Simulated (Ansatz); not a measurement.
**NiSi2: opening a crack plane**

NiSi2, Fm-3m, a = 5.391 Å. Ansatz: PBEsol, PAW, 420 eV, Γ-centred 14×14×5 mesh on 9 atoms, Gaussian smearing 0.15 eV; no spin polarisation. One cut on (111) per cell of 9 atoms is opened rigidly by x, between planes of Si and Si that stand 1.56 Å apart; y is the energy per area (12.587 Å², 1 eV/Å² = 16.02 J/m²).

```tsv
x (Å)	y (J/m²)
0.00	0.000
0.25	?
0.50	0.894
0.75	1.396
1.00	1.754
1.50	2.152
2.00	2.363
3.00	2.532
4.50	2.564
6.00	2.566
```

Fit the universal binding curve y = W[1 − (1 + x/l) e^(−x/l)] to the other rows, give the peak stress, and predict the missing value.

Least squares gives W = 2.53 J/m² and l = 0.416 Å. The stress dy/dx peaks at x = l with W/(e l) = 22.4 GPa, for rigid faces. At x = 0.25: x/l = 0.601, y = 0.309 J/m². The run gave 0.324 J/m², so the fit is 0.015 J/m² too low, within the rms miss on the fitted rows (0.038 J/m²).